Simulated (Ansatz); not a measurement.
A single-point calculation of WSe₂ as a 2H monolayer with Ansatz, at the level r2SCAN+SOC. The cell was relaxed with r2SCAN and then strained (in-plane biaxial +1.0 %), with the atoms relaxed again with r2SCAN; k points keep the names of the unstrained zone.

input.yaml:
```yaml
crystal:
  lattice:
    - [3.3475664877, 0.0, 0.0]
    - [-1.6737832438, 2.8990776192, 0.0]
    - [0.0, 0.0, 31.2377754424]
  atoms:
    - { symbol: W, position: [0.3333333333, 0.6666666667, 0.2881127056] }
    - { symbol: Se, position: [0.6666666667, 0.3333333333, 0.3409081458] }
    - { symbol: Se, position: [0.6666666667, 0.3333333333, 0.2353172654] }
  periodic: [true, true, false]
kpoints:
  mp_grid: { grid: [12, 12, 1] }
  band_path:
    path: [[0.0, 0.0, 0.0], [0.5, 0.0, 0.0], [0.3333333333, 0.3333333333, 0.0]]
    npoints: 1
hamiltonian:
  xc: r2scan
scf:
  occupations: { method: fixed }
  n_extra_bands: 8
magnetization:
  noncollinear: true
  spin_orbit: true
output:
  forces: true
  stress: true
  eigenvalues: true
```

**Question.** It ran on 1 × NVIDIA H100 80GB HBM3 with 2 threads of AMD EPYC 7R13 Processor (Zen 3) (shared host), load about 1.1 per core. About how long did it take, and how much host memory at the peak?

**Answer.** About 33 s, with a peak of 1.7 GiB.

**Question.** Predict the output.

**Answer.** What the program printed (shortened):
```
Pseudopotential: W, paw_fr, valence charge 14, recommended cutoff 500 eV (meta_gga)
Pseudopotential: Se, paw_fr, valence charge 16, recommended cutoff 500 eV (meta_gga)
Functional definition: r2SCAN
Crystal: 3 atoms, lattice volume = 303.158 Å³
Basis set: ecut = 500 eV, 7577 PW (Γ)
Bands: 54, of which v1, the nominal top of the filled ones, is band 46 counted from 1 (45 counted from 0)
Symmetry: 12 space group operations + 12 with time reversal
Magnetic group: BNS 187.210 (UNI 1440)
k-points: 19 of 144 (time reversal used)
preconditioner: auto → Resta (q_TF=auto, 1.993 Å⁻¹)  ε∞=2.1  [insulator: Δε(μ)=1.142 eV  ℏωp=9.0 eV]
NSCF: frozen V_eff on 3 k-points
SCF converged after 9 iterations
Free energy (F): -21324.510452 eV
Fermi energy:    -5.108710 eV
--- Per-component energies (eV) ---
  E_band       = -1704.273110
  E_kinetic    = 688.934078
  E_local      = -126302.415545
  E_nonlocal   = -1192.642408
  E_hartree    = 62634.528974
  E_xc         = -445.532409
  E_vxc        = -471.742137
  E_paw        = -12409.438945
  E_vpaw       = 280.555591
  E_vtau       = 23.998943
  E_ewald      = 55706.161762
  E_core_change = -4.105480
--- Forces (eV/Å), atoms counted from 1 ---
  atom   1  W       0.00000      0.00000      0.00000
  atom   2  Se      0.00000      0.00000      0.00642
  atom   3  Se      0.00000      0.00000    -0.00642
--- 2D stress c σ (N/m, compression-positive) ---
       -1.489708       0.000000       0.000000
        0.000000      -1.489708       0.000000
        0.000000       0.000000       0.000000
  P = ½ c Tr σ = -1.4897 N/m
```
Only the leading digits can be foreseen; the rest is this run's record.

Levels at the listed points, from bands.tsv (eV from the Fermi energy, bands near the gap, counted from 0):
```tsv
# k_distance	band_36	band_37	band_38	band_39	band_40	band_41	band_42	band_43	band_44	band_45	band_46	band_47	band_48	band_49	band_50	band_51	band_52	band_53
# fermi_ev = -5.108710
# [0, 0, 0] at k_distance = 0.000000
# [0.5, 0, 0] at k_distance = 1.083652
# [0.3333333333, 0.3333333333, 0] at k_distance = 1.709300
# levels_relative_to = fermi_ev
0.000	-2.841	-2.841	-2.319	-2.319	-1.916	-1.916	-1.535	-1.535	-0.343	-0.343	2.590	2.590	2.826	2.826	2.959	2.959	3.105	3.105
1.084	-4.592	-4.592	-3.484	-3.484	-2.430	-2.430	-1.503	-1.503	-1.152	-1.152	2.037	2.037	2.607	2.607	3.837	3.837	4.393	4.393
1.709	-4.829	-4.667	-4.234	-4.164	-3.719	-3.478	-2.674	-2.596	-0.493	0.000	1.229	1.255	2.871	2.924	3.302	3.681	4.748	5.001
```
In order the rows are Γ, M, K.

r2SCAN+SOC gives a direct gap of 1.23 eV at K. At this geometry r2SCAN+SOC finds -1.49 N/m, compression counted positive: its own equilibrium area is smaller.

Calculated for a static, non-magnetic cell.
